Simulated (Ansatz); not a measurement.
Co: from a first guess to the relaxed hcp type

First guess:

```
CELL_PARAMETERS angstrom
2.51233 0.00000 0.00000
-1.25617 2.17574 0.00000
0.00000 0.00000 4.06998
ATOMIC_POSITIONS crystal
Co 0.33333 0.66667 0.25000
Co 0.66667 0.33333 0.75000
```

These are results of DFT, PBE, PAW with Ansatz's default frozen-core files, scalar-relativistic (Ansatz 0.2.0), not measurements.

Cell and atoms relax within the symmetry of the start on a 17×17×9 k mesh with 0.05 eV Fermi–Dirac smearing, from parallel moments.

The start is built from a prototype, known or not as a phase of this compound; the cutoff is 420 eV.

The magnetic state is the one reached from parallel moments; other orders may lie lower.

Task: What is the pressure of the first guess?

Result: -4.66 GPa.

Task: What does it relax to?

Result: a = 2.495 Å, b = 2.495 Å, c = 4.032 Å, α = 90.00°, β = 90.00°, γ = 120.00° (conventional cell), 10.87 Å³ per atom:
```cif
data_structure
_symmetry_space_group_name_H-M 'P6_3/mmc'
_symmetry_Int_Tables_number 194
_cell_length_a 2.4954
_cell_length_b 2.4954
_cell_length_c 4.0318
_cell_angle_alpha 90.000
_cell_angle_beta 90.000
_cell_angle_gamma 120.000
_cell_volume 21.74
loop_
_atom_site_label
_atom_site_type_symbol
_atom_site_symmetry_multiplicity
_atom_site_Wyckoff_symbol
_atom_site_fract_x
_atom_site_fract_y
_atom_site_fract_z
_atom_site_occupancy
Co1 Co 2 c 0.33333 0.66667 0.25000 1
```

Task: How much energy does the relaxation release?

Result: 4 meV/atom.

Task: What moment does the relaxed primitive cell (2 atoms) carry?

Result: 3.25 μB.
